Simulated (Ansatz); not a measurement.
Interlayer sliding in a free bilayer taken from bulk SnSe₂ (CdI2 type): the upper half of the atoms below is shifted in the plane.

```
CELL_PARAMETERS angstrom
      3.84028     0.00000     0.00000
      1.92014     3.32578     0.00000
      0.00000     0.00000    24.19269
ATOMIC_POSITIONS crystal
  Se 0.66667 0.66667 0.31048
  Sn 0.00000 0.00000 0.37639
  Se 0.33333 0.33333 0.44233
  Se 0.66667 0.66667 0.55767
  Sn 0.00000 0.00000 0.62361
  Se 0.33333 0.33333 0.68952
```

In-plane vectors a = (3.840, 0.000) Å, b = (1.920, 3.326) Å, area 12.77 Å². The shift is s times the vector a (length 3.840 Å), so s = 1 restores the start. Atoms relax along the normal only. γ = [E(shift) − E(0)] / area.

All values below come from PBE-D3(BJ) (plane waves to 420 eV, PAW, scalar-relativistic; Ansatz, a first-principles code). k mesh 10×10×1 (Γ-centred), Fermi-Dirac smearing 0.05 eV. Energies are extrapolated to zero smearing. SnSe2 was relaxed with its symmetry unable to fall. γ is measured from zero shift.

| s | γ (mJ/m²) |
|---|---|
| 0.000 | 0 |
| 0.083 | 14 |
| 0.167 | 44 |
| 0.250 | 74 |
| 0.333 | 96 |
| 0.417 | 109 |
| 0.500 | 114 |
| 0.583 | 109 |
| 0.667 | 96 |
| 0.750 | 74 |
| 0.833 | 44 |
| 0.917 | 14 |

Task: Does γ have a local minimum between the ends of the line, and at which s?

Result: No computed point is one.

Task: By a periodic cubic spline through the points, what shear stress does the steepest rise of γ from s = 0 correspond to?

Result: 1.0 GPa. A slope of 1 mJ/m² per Å is 0.01 GPa.

(The slope of γ gives the shear force per area between the displaced halves; near zero shift its curvature is an elastic stiffness.)
